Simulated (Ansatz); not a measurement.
These are results of Ansatz 0.2.0, DFT PBE, scalar-relativistic, plane waves, PAW, and for the lanthanide a 4f-in-core norm-conserving potential, not measurements. Settings: cutoff 660 eV, Γ-centred meshes spaced at most about 0.3 Å⁻¹, and about 0.25 Å⁻¹ or finer for metals (2π included), Gaussian smearing. No spin polarisation in the final relaxations.

Temperature and zero-point effects are left out.

Two relaxed structures of Pr₂F₃:

1. Space group Pm-3m (No. 221), cubic, a = 4.788 Å. Pr on its first site has 12 F at 3.39 Å; Pr on its second site is surrounded by 6 F at 2.39 Å; around F lie 2 Pr at 2.39 Å, 4 Pr at 3.39 Å and 8 F at 3.39 Å.

2. Space group P-3m1 (No. 164), trigonal, a = 3.819 Å, c = 6.927 Å. Pr has 7 F at 2.54–2.69 Å; F on a site of symmetry 3m has 4 Pr at 2.54–2.69 Å and 3 F at 2.63 Å; around F on a site of symmetry -3m lie 6 Pr at 2.66 Å.

Question: Which is lower in energy, and by how much?

Answer: Cell 2 is lower, by 0.36 eV/atom. Cell 1 has space group Pm-3m (No. 221), 22.0 Å³/atom and no gap on its mesh; cell 2 has the La2O3 (A sesquioxide) type, space group P-3m1 (No. 164), 17.5 Å³/atom and no gap. Counting F atoms around Pr (those within 1.25 times the shortest such distance or 1.15 times the sum of covalent radii, 1.27 where that leaves under three; the shortest distance is added where it exceeds 1.18 times the sum of covalent radii; a slash parts the counts of unlike sites), cell 1 has Pr 6/12 from 3.4 Å and cell 2 has Pr 7. The denser one is the lower, and pressure would at first widen the difference. Both come from invented guesses. A third cell relaxed alike, in P-4m2, lies 105 meV/atom below the lower of the two.

In Pm-3m, P-3m1 an odd number of valence electrons (the lanthanide is held trivalent, its 4f shell in the core) allows no gap without spin; another valence of the lanthanide, a larger cell or a magnetic state could open one. A magnetic state wasn't ruled out in cells without spin, among them Pm-3m, P-3m1. Cells relaxed within their symmetry can be saddle points.

The lanthanide is trivalent by construction, without f bands, f moments or other valences.
